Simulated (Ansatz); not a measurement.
HfN (rock salt)

```
HfN
1.0
    0.00000     2.27394     2.27394
    2.27394     0.00000     2.27394
    2.27394     2.27394     0.00000
N Hf
1 1
Cartesian
  0.00000   0.00000   0.00000
  2.27394   2.27394   2.27394
```

The slice is a {100} plane (indices of the conventional cell) through the point (0.000, 0.000, 0.000) (fractional), spanned by u = [100] and v = [0 1 -1] in vectors of this cell: u (3.22 Å) and v (3.22 Å, at 90° to u). It covers one period; positions are fractions (u, v).

Level of theory: PBE (plane waves to 420 eV, PAW, scalar-relativistic; Ansatz, a first-principles code). k mesh 18×18×18. Inside the PAW spheres the values are not all-electron values, and peaks at nuclei hang on which shells count as valence. HfN is run without spin polarisation. HfN was relaxed with its symmetry unable to fall. Spin-orbit coupling is left out, though Hf is heavy.

Three fields on this plane, each scaled to ten steps between its own extremes (0 low, 9 high; the total valence density on a logarithmic scale, the potential cut 8 eV below its top; x marks points blanked near nuclei; v = 0 in the bottom row):

Map A
```
|xxxxxxx4200024xxxxxx|
|xxxxxx642111246xxxxx|
|xxxxxx654555456xxxxx|
|xxxxx7789xxx9877xxxx|
|xxxx779xxxxxxx977xxx|
|xx6679xxxxxxxxx9766x|
|44458xxxxxxxxxxx8544|
|12249xxxxxxxxxxx9422|
|0015xxxxxxxxxxxxx510|
|0015xxxxxxxxxxxxx510|
|0015xxxxxxxxxxxxx510|
|12249xxxxxxxxxxx9422|
|44458xxxxxxxxxxx8544|
|xx6679xxxxxxxxx9766x|
|xxxx779xxxxxxx977xxx|
|xxxxx7789xxx9877xxxx|
|xxxxxx654555456xxxxx|
|xxxxxx642111246xxxxx|
|xxxxxxx4200024xxxxxx|
|xxxxxxx4100014xxxxxx|
```

Map B
```
|xxxxxxx9888889xxxxxx|
|xxxxxx776555677xxxxx|
|xxxxxx542000245xxxxx|
|xxxxx4100xxx0014xxxx|
|xxxx400xxxxxxx004xxx|
|xx7510xxxxxxxxx0157x|
|99740xxxxxxxxxxx0479|
|98620xxxxxxxxxxx0268|
|9850xxxxxxxxxxxxx058|
|8850xxxxxxxxxxxxx058|
|9850xxxxxxxxxxxxx058|
|98620xxxxxxxxxxx0268|
|99740xxxxxxxxxxx0479|
|xx7510xxxxxxxxx0157x|
|xxxx400xxxxxxx004xxx|
|xxxxx4100xxx0014xxxx|
|xxxxxx542000245xxxxx|
|xxxxxx776555677xxxxx|
|xxxxxxx9888889xxxxxx|
|xxxxxxx9998999xxxxxx|
```

Map C
```
|xxxxxxx7310137xxxxxx|
|xxxxxx941000149xxxxx|
|xxxxxx410000014xxxxx|
|xxxxx4102xxx2014xxxx|
|xxxx411xxxxxxx114xxx|
|xx9411xxxxxxxxx1149x|
|97410xxxxxxxxxxx0147|
|43102xxxxxxxxxxx2013|
|2100xxxxxxxxxxxxx001|
|1000xxxxxxxxxxxxx000|
|2100xxxxxxxxxxxxx001|
|43102xxxxxxxxxxx2013|
|97410xxxxxxxxxxx0147|
|xx9411xxxxxxxxx1149x|
|xxxx411xxxxxxx114xxx|
|xxxxx4102xxx2014xxxx|
|xxxxxx410000014xxxxx|
|xxxxxx941000149xxxxx|
|xxxxxxx7310137xxxxxx|
|xxxxxxx9421249xxxxxx|
```

**Question.** Assign the maps to these fields: electron localisation function (ELF); valence electron density; electrostatic potential energy of an electron, from the cell's mean.

**Answer.** A is the valence electron density; B is the electrostatic potential energy of an electron, from the cell's mean; C is the electron localisation function (ELF).
